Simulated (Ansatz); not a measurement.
**What DFT gives for LuAl2Ge2**

```xyz
5
Lattice="4.1289 0.0000 0.0000 -2.0644 3.5757 0.0000 0.0000 0.0000 6.5655" Properties=species:S:1:pos:R:3 pbc="T T T"
Al   -0.0002    2.3839    4.2118
Al    2.0646    1.1918    2.3537
Lu    0.0000    0.0000    0.0000
Ge   -0.0002    2.3839    1.6504
Ge    2.0646    1.1918    4.9151
```

The numbers come from plane-wave PAW DFT (Ansatz): r2SCAN, no spin polarisation, 500 eV, 9×9×5 Γ-centred k points, fermi-dirac occupations (width 0.1 eV). Nothing was relaxed.

- Stress: The pressure is 2.5 GPa (compression positive), so with the atoms held at these fractions the cell would first expand. The principal stresses 0.4, 3.6, 3.6 GPa differ, so its shape would change too.
- Forces: The largest is on Ge4 (and as large on other atoms): 0.06 eV/Å, components (0.00, 0.00, 0.06). It makes 74° with the line to a nearest neighbour, Al2 at 2.49 Å.
- Electronic structure: It is a metal, with about 1.5 states/eV a cell as the mean within 0.25 eV of the Fermi level, mostly Lu d (46 %), Al p (17 %) and Al s (13 %).
- Charges: Bader charges in e: Lu +1.59, Al +1.81, Ge -2.61. In the mean Al gives up most and Ge takes most.

Origin: a database entry at a rescaled volume.
